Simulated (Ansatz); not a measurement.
Ansatz (an electronic-structure program) input:

Ansatz 0.2 input:
```yaml
crystal:
  lattice:
    - [3.1424612652, 0.0, 0.0]
    - [-1.5712306326, 2.748940693, 0.0]
    - [0.0, 0.0, 33.0]
  periodic: [true, true, false]
  atoms:
    - { symbol: S, position: [0.6666666667, 0.3333333333, 0.4529140842] }
    - { symbol: S, position: [0.6666666667, 0.3333333333, 0.5470859158] }
    - { symbol: Mo, position: [0.0, 0.0, 0.5] }
kpoints:
  mp_grid: { grid: [12, 12, 1] }
hamiltonian:
  xc: r2scan
  dispersion: d4
  pseudopotentials: { kind: paw }
scf:
  occupations: { method: gaussian, width: 0.005 }
relax:
  f_tol: 0.005
  max_steps: 150
output:
  eigenvalues: true
  stress: true
  write_potential: true
  volumetric_format: []
```

Output (shortened):

```
WARN output.stress: scf.convergence.dr2_threshold = 2.5e-8 eV (the default of a walk held to its f_tol) is looser than the 3e-10 eV advised for a printed …
Pseudopotential: S, paw, valence charge 6
Pseudopotential: Mo, paw, valence charge 14
Functional definition: r2SCAN
Crystal: 3 atoms, lattice volume = 285.069 Å³
Basis set: ecut = 500 eV, 7207 PW (Γ), exchange–correlation on 96×96×972 points (64 copies of the dense FFT grid, shifted against one another)
Bands: 17, of which v1, the nominal top of the filled ones, is band 13 counted from 1 (12 counted from 0)
Symmetry: 4 space group operations
Space group: Amm2 (ITA 38), of the structure as read, at distance tolerance 6.6e-5 Å
k-points: 43 of 144 (time reversal used)
SCF iter   1: F=—  HF=-6782.381252 eV  |F-HF|=—  |Δ(HF+E_count)|=         —  Δρ=4.07e-3  dr2=4.49e-2  dr2_τ=5.16e-2  ethr=1.77e-3  ⟨swp⟩=17.1  Hψ=8090  notcnv=0
preconditioner: auto → Resta (q_TF=auto, 1.830 Å⁻¹)
SCF iter   2: F=—  HF=-6782.431061 eV  |F-HF|=—  |Δ(HF+E_count)|=   4.98e-2  Δρ=2.83e-3  dr2=3.72e-2  dr2_τ=4.45e-3  ethr=1.73e-4  ⟨swp⟩=4.8  Hψ=2484  notcnv=0
SCF iter   3: F=—  HF=-6782.427558 eV  |F-HF|=—  |Δ(HF+E_count)|=   3.50e-3  Δρ=1.70e-3  dr2=3.63e-3  dr2_τ=3.05e-4  ethr=1.43e-4  ⟨swp⟩=2.3  Hψ=1161  notcnv=0
SCF iter   4: F=—  HF=-6782.430732 eV  |F-HF|=—  |Δ(HF+E_count)|=   3.17e-3  Δρ=3.49e-4  dr2=1.93e-4  dr2_τ=3.70e-5  ethr=1.40e-5  ⟨swp⟩=4.0  Hψ=1984  notcnv=0
SCF iter   5: F=—  HF=-6782.431144 eV  |F-HF|=—  |Δ(HF+E_count)|=   4.13e-4  Δρ=5.50e-5  dr2=4.39e-6  dr2_τ=6.54e-7  ethr=7.44e-7  ⟨swp⟩=3.6  Hψ=1912  notcnv=0
SCF iter   6: F=-6782.431159 eV  HF=-6782.431159 eV  |F-HF|=6.92e-7  |Δ(HF+E_count)|=   1.43e-5  Δρ=1.08e-5  dr2=3.80e-7  dr2_τ=6.70e-8  ethr=2.40e-9  ⟨swp⟩=22.7  Hψ=10031  notcnv=0
SCF 1 converged in 6 iterations: F = -6782.431159 eV  dr2 = 3.80e-7
relax step   1: F+E_penalty+E_count = -6782.43115926 eV  Δ(F+E_penalty+E_count) = +0.000e0 eV  max|allowed force component| = 1.035e-1 eV/Å  Δτ_max = 0.0000 Å  (6 SCF iters, dr2 threshold 6.25e-7 eV, accepted)
Crystal: 3 atoms, lattice volume = 285.069 Å³
iter 1 solved again at ethr=1.32e-6 eV; its pass at ethr=3.10e-3 eV (dr2=3.44e-4 eV) is discarded
SCF iter   1: F=—  HF=-6782.431287 eV  |F-HF|=—  |Δ(HF+E_count)|=         —  Δρ=3.07e-4  dr2=3.44e-4  dr2_τ=8.30e-4  ethr=1.32e-6  ⟨swp⟩=4.1  Hψ=3642  notcnv=0
preconditioner: auto → Resta (q_TF=auto, 1.830 Å⁻¹)
SCF iter   2: F=—  HF=-6782.431691 eV  |F-HF|=—  |Δ(HF+E_count)|=   4.04e-4  Δρ=2.22e-4  dr2=2.97e-4  dr2_τ=3.24e-5  ethr=1.32e-6  ⟨swp⟩=3.7  Hψ=1808  notcnv=0
SCF iter   3: F=—  HF=-6782.431656 eV  |F-HF|=—  |Δ(HF+E_count)|=   3.57e-5  Δρ=1.15e-4  dr2=3.13e-5  dr2_τ=2.09e-6  ethr=1.14e-6  ⟨swp⟩=3.3  Hψ=1405  notcnv=0
SCF iter   4: F=—  HF=-6782.431660 eV  |F-HF|=—  |Δ(HF+E_count)|=   4.71e-6  Δρ=2.87e-5  dr2=2.03e-6  dr2_τ=3.42e-7  ethr=1.20e-7  ⟨swp⟩=3.2  Hψ=1578  notcnv=0
SCF iter   5: F=-6782.431661 eV  HF=-6782.431661 eV  |F-HF|=6.69e-8  |Δ(HF+E_count)|=   5.99e-7  Δρ=9.18e-6  dr2=2.03e-7  dr2_τ=1.27e-8  ethr=2.58e-9  ⟨swp⟩=19.8  Hψ=9096  notcnv=0
SCF 2 converged in 5 iterations: F = -6782.431661 eV  dr2 = 2.03e-7
relax step   2: F+E_penalty+E_count = -6782.43166094 eV  Δ(F+E_penalty+E_count) = -5.017e-4 eV  max|allowed force component| = 4.813e-2 eV/Å  Δτ_max = 0.0076 Å  (5 SCF iters, dr2 threshold 6.70e-7 eV, accepted)
Crystal: 3 atoms, lattice volume = 285.069 Å³
SCF iter   1: F=—  HF=-6782.431609 eV  |F-HF|=—  |Δ(HF+E_count)|=         —  Δρ=8.93e-5  dr2=3.06e-5  dr2_τ=4.86e-5  ethr=1.26e-6  ⟨swp⟩=4.1  Hψ=2348  notcnv=0
preconditioner: auto → Resta (q_TF=auto, 1.830 Å⁻¹)
SCF iter   2: F=—  HF=-6782.431780 eV  |F-HF|=—  |Δ(HF+E_count)|=   1.71e-4  Δρ=6.31e-5  dr2=2.44e-5  dr2_τ=2.65e-6  ethr=1.18e-7  ⟨swp⟩=3.3  Hψ=2216  notcnv=0
SCF iter   3: F=—  HF=-6782.431776 eV  |F-HF|=—  |Δ(HF+E_count)|=   3.12e-6  Δρ=3.20e-5  dr2=2.57e-6  dr2_τ=1.51e-7  ethr=9.40e-8  ⟨swp⟩=2.6  Hψ=1031  notcnv=0
SCF iter   4: F=—  HF=-6782.431776 eV  |F-HF|=—  |Δ(HF+E_count)|=   8.08e-8  Δρ=7.99e-6  dr2=1.54e-7  dr2_τ=1.99e-8  ethr=9.89e-9  ⟨swp⟩=3.0  Hψ=1471  notcnv=0
SCF iter   5: F=-6782.431777 eV  HF=-6782.431777 eV  |F-HF|=2.19e-9  |Δ(HF+E_count)|=   3.48e-8  Δρ=2.53e-6  dr2=1.16e-8  dr2_τ=8.09e-10  ethr=5.57e-10  ⟨swp⟩=17.2  Hψ=8048  notcnv=0
SCF 3 converged in 5 iterations: F = -6782.431777 eV  dr2 = 1.16e-8
relax step   3: F+E_penalty+E_count = -6782.43177653 eV  Δ(F+E_penalty+E_count) = -1.156e-4 eV  max|allowed force component| = 3.645e-3 eV/Å  Δτ_max = 0.0024 Å  (5 SCF iters, dr2 threshold 1.45e-7 eV, accepted)
Crystal: 3 atoms, lattice volume = 285.069 Å³
iter 1 solved again at ethr=4.51e-11 eV; its pass at ethr=3.10e-3 eV (dr2=1.17e-8 eV) is discarded
SCF iter   1: F=—  HF=-6782.431777 eV  |F-HF|=—  |Δ(HF+E_count)|=         —  Δρ=2.53e-6  dr2=1.16e-8  dr2_τ=8.08e-10  ethr=4.51e-11  ⟨swp⟩=1.0  Hψ=2494  notcnv=0
preconditioner: auto → Resta (q_TF=auto, 1.830 Å⁻¹)
SCF iter   2: F=-6782.431777 eV  HF=-6782.431777 eV  |F-HF|=6.88e-10  |Δ(HF+E_count)|=   3.47e-9  Δρ=1.35e-6  dr2=4.92e-9  dr2_τ=3.46e-10  ethr=4.47e-11  ⟨swp⟩=14.5  Hψ=7148  notcnv=0
SCF 4 converged in 2 iterations: F = -6782.431777 eV  dr2 = 4.92e-9
relax step   4: F+E_penalty+E_count = -6782.43177653 eV  Δ(F+E_penalty+E_count) = -5.994e-10 eV  max|allowed force component| = 3.633e-3 eV/Å  Δτ_max = 0.0000 Å  (2 SCF iters, accepted)
Crystal: 3 atoms, lattice volume = 285.069 Å³
iter 1 solved again at ethr=1.97e-11 eV; its pass at ethr=3.10e-3 eV (dr2=5.11e-9 eV) is discarded
SCF iter   1: F=—  HF=-6782.431777 eV  |F-HF|=—  |Δ(HF+E_count)|=         —  Δρ=1.35e-6  dr2=4.90e-9  dr2_τ=3.47e-10  ethr=1.97e-11  ⟨swp⟩=1.0  Hψ=5702  notcnv=0
preconditioner: auto → Resta (q_TF=auto, 1.830 Å⁻¹)
SCF iter   2: F=-6782.431777 eV  HF=-6782.431777 eV  |F-HF|=1.59e-9  |Δ(HF+E_count)|=   1.05e-9  Δρ=9.82e-7  dr2=3.79e-9  dr2_τ=4.10e-10  ethr=1.88e-11  ⟨swp⟩=14.6  Hψ=7224  notcnv=0
SCF 5 converged in 2 iterations: F = -6782.431777 eV  dr2 = 3.79e-9
WARN: The output density's exchange-correlation potential varies sharply where the density is thin …
the relaxation is at rest under the 4 symmetry operations that the run kept from its start: a minimum is not shown …
SCF converged after 2 iterations
Stability not checked: this state was not tested for a lower state beside it, because too few of the mixer's solves of this state at the end of the SCF gave a …
Free energy (F): -6782.431777 eV
Harris-Foulkes:  -6782.431777 eV  (|F-HF|=1.59e-9)
Internal energy: -6782.431777 eV  (E = F + TS)
E sigma→0 (E₀):  -6782.431777 eV
Fermi energy:    -5.226664 eV
--- Per-component energies (eV) ---
  E_band       = -597.482272
  E_kinetic    = 655.175241
  E_local      = -50104.765860  (includes V_loc(G=0)·N_el)
  E_nonlocal   = 198.433768
  E_hartree    = 24614.086357
  E_xc         = -362.651812
  E_vxc        = -446.320432  (∫ρ·V_xc dr)
  E_paw        = -4435.864581  (= ΣΔE_a)
  E_vpaw       = -154.180636  (= ΣTr[D̂ρ^β])
  E_aug_tail   = 0.000009  (compensation charges beyond the density's cutoff)
  E_vtau       = 26.006058  (kinetic-family band-sum trace: ∫τ·v_τ [+ j·A + Jᵃ·Aᵃ] dr)
  E_ewald      = 22653.914537
  E_disp       = -0.318697  (pairwise vdW)
  E_core_change = -0.440737  (= ΣΔE_core)
  E_smearing   =  0.000000  (= −TS)
  E_closure    =  0.000000  (closes the sum)
  Σ components = -6782.431777   (vs F -6782.431777, Δ=0.00e0)
  [band-id]    e_kinetic+e_local+e_nonlocal+2·e_hartree+e_vxc+e_vpaw+e_augmentation_tail+e_vtau = -597.479139   (vs E_band -597.482272, Δ=3.13e-3)
--- Forces (eV/Å), atoms counted from 1 ---
  atom   1  S      0.00000000     0.00181269     0.00054375
  atom   2  S      0.00000000     0.00181269    -0.00054375
  atom   3  Mo     0.00000000    -0.00362803     0.00000000
  max |Σ_I F_I| component: 2.64e-6 eV/Å
--- 2D stress c σ (N/m, compression-positive) ---
        1.485021       0.000000       0.000000
        0.000000       0.357102       0.000000
        0.000000       0.000000       0.000000
  P = ½ c Tr σ = 0.9211 N/m
--- Band table (eV; the first three rows and the last of 43) ---
  k-point 0: bands = ["-68.9434", "-42.3567", "-42.1252", "-42.1084", "-21.0028", "-19.6009", "-12.0641", "-8.9637", "-8.8478", "-8.0786", "-7.7702", "-7.7038", "-6.1643", "-3.1598", "-3.0960", "-2.9330", "-2.8380"]
  k-point 1: bands = ["-68.9405", "-42.3509", "-42.1542", "-42.1148", "-20.8937", "-19.5582", "-11.9413", "-9.1933", "-8.7351", "-8.5971", "-7.8722", "-7.4230", "-6.2196", "-3.2686", "-3.2159", "-2.9607", "-2.9097"]
  k-point 2: bands = ["-68.9324", "-42.3349", "-42.2330", "-42.1321", "-20.5836", "-19.4373", "-11.6336", "-9.7228", "-9.2834", "-8.4208", "-8.2707", "-7.3237", "-6.4672", "-3.6677", "-3.2791", "-3.2468", "-2.4808"]
  k-point 42: bands = ["-68.8970", "-42.4701", "-42.3003", "-42.2658", "-19.0001", "-18.7865", "-11.5623", "-11.3596", "-9.9246", "-9.6036", "-9.1814", "-7.8843", "-6.7167", "-3.7751", "-3.0087", "-2.7986", "-1.1390"]
--- Relaxed structure (4 steps of the walk, 4 accepted, 0 SCFs on fresh bases) ---
  F+E_penalty+E_count = -6782.43177653 eV   max|allowed force component| = 3.633e-3 eV/Å
  cell:  # Å, volume = 285.0685 Å³
    - [3.1424612652, 0.0, 0.0]
    - [-1.5712306326, 2.748940693, 0.0]
    - [0.0, 0.0, 33.0]
  atoms:
    - { symbol: S, position: [0.6668303031354249, 0.3336606062708498, 0.4527583558122289] }
    - { symbol: S, position: [0.6668303031354249, 0.3336606062708498, 0.5472416441877712] }
    - { symbol: Mo, position: [-0.0003272729708498208, -0.0006545459416996416, 0.5000000000000001] }
```

Cost: around 4 core-minutes (rough) on shared cores.

This run is a variant of the relaxed cell: strain -1 % along x, +0 % along y, atoms relaxed.

A layer that has been made, often on a substrate. The strained cell keeps its size and symmetry.

Potentials: the later of the program's two PAW sets.

Ansatz is a plane-wave DFT program.
